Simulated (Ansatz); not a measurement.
Data:

Bi₂Pt:
Space group P-3m1 (No. 164); a = 4.0261 Å, b = 4.0261 Å, c = 5.6070 Å, α = 90.00°, β = 90.00°, γ = 120.00°

```tsv
atom	site	symmetry	x	y	z
Bi	2d	3m.	0.6667	0.3333	0.2662
Pt	1a	-3m.	0.0000	0.0000	0.0000
```

This is the PBEsol-relaxed structure.

All from PBEsol (plane waves, PAW; program Ansatz), unless another level is named. Predict the formation energy from the elements (no fitted shifts).

-0.20 eV/atom.

Next, the density of states at the Fermi level?

0.63 states/eV per atom (mean over ±0.08 eV).

The first step of the workflow began from a Materials Project structure, measured or hypothetical; the Crystallography Open Database copy checked does not list it. COD files the formula under space group No. 205. Whether it is the stable phase at ambient conditions was not checked. Symmetry was held in the PBEsol relaxation; its stability against distortions is not shown here. The run is not spin-polarised. Axis ratios of metals converge slowly with the k-mesh, so a and c are less sure than the volume. The references are the lowest solids computed at this level, not always the standard phases. Scalar-relativistic: spin–orbit coupling is off unless named, which matters more the heavier the elements.

Potentials: the later of the program's two PAW sets.
